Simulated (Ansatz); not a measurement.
Relaxed-ion elastic tensor of IrW (L1₀ or tetragonal B2, space group No. 123) in GPa (Voigt order), the program Ansatz at the PBEsol level (PAW); density 21.22 g/cm³, 14.72 Å³ per atom.

|  | 1 | 2 | 3 | 4 | 5 | 6 |
|---|---|---|---|---|---|---|
| 1 | 746 | 105 | 239 | 0.0 | 0.0 | 0.0 |
| 2 | 105 | 746 | 239 | 0.0 | 0.0 | 0.0 |
| 3 | 239 | 239 | 626 | 0.0 | 0.0 | 0.0 |
| 4 | 0.0 | 0.0 | 0.0 | 253 | 0.0 | 0.0 |
| 5 | 0.0 | 0.0 | 0.0 | 0.0 | 253 | 0.0 |
| 6 | 0.0 | 0.0 | 0.0 | 0.0 | 0.0 | 108 |

Problem. Is the crystal mechanically stable?

Solution. Yes: the smallest eigenvalue of C is 108 GPa.

Problem. Work out the Voigt, Reuss and Hill averages.

Solution. K_V = 365, K_R = 365, K_H = 365; G_V = 225, G_R = 196, G_H = 210 GPa.

Problem. Give Young's modulus, Poisson's ratio, Pugh's ratio and the universal anisotropy index.

Solution. E = 9KG/(3K + G) = 530 GPa; ν = 0.26; K/G = 1.73 (near the Pugh limit of 1.75, no verdict); A_U = 5G_V/G_R + K_V/K_R − 6 = 0.75.

Problem. Estimate the sound speeds and the Debye temperature.

Solution. v_l = √((K + 4G/3)/ρ) = 5520 m/s, v_t = √(G/ρ) = 3150 m/s, mean 3500 m/s; Θ = (h/k)(3n/4πV)^(1/3) v_m = 425 K.

Problem. How much does each axis shrink under pressure?

Solution. Linear compressibilities β_i = Σ_j S_ij (j = 1 to 3): x 0.92, y 0.92, z 0.89 per TPa.

Space group P4/mmm (L1₀ or tetragonal B2). The start of the workflow was typed in or built on a structure type; neither database checked (COD, Materials Project) lists it. COD files the formula under space group No. 51. Its standing as an ambient phase is unchecked. The cell was relaxed with PBEsol under the symmetry of its start; its stability against distortions is not shown here. The run is not spin-polarised. As this level gives no gap, shear constants depend on the k-mesh and smearing (Fermi–Dirac, 0.1 eV here). Spin–orbit coupling is left out wherever it is not named.

Potentials: the earlier of the program's two PAW sets. The files were generated under PBE; for other functionals the program regenerates the frozen cores, and for LDA and PBEsol the local potential too.
